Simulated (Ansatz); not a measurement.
One stationary structure of Cr. Space group Im-3m (No. 229), bcc (W type). These are r2SCAN (plane waves to 500 eV, PAW, scalar-relativistic; Ansatz, a quantum-chemistry and plane-wave program) values and carry that method's errors.

Space group Im-3m (No. 229); a = b = c = 2.829 Å, α = β = γ = 90.00°

```tsv
atom	site	symmetry	x	y	z
Cr	2a	m-3m	0.0000	0.0000	0.0000
```
(The calculation used a cell of 1 atom; values per cell refer to that cell.)

**Question.** Predict the magnetic moment from r2SCAN.

**Answer.** Zero (the starting moments vanished).

No spin polarisation in the result: the starting moments vanished. A magnetic state may lie lower.

Measured for Cr: a 2.877 Å (static lattice; corrected from measurement; as listed in H. Levämäki et al., Physical Review B (2014)). Computed minus measured — a: r2SCAN -1.7 %. The computed values are for a static lattice.

The run could not lose the symmetry of its start; a randomly shaken copy of 2 atoms returns to this structure.
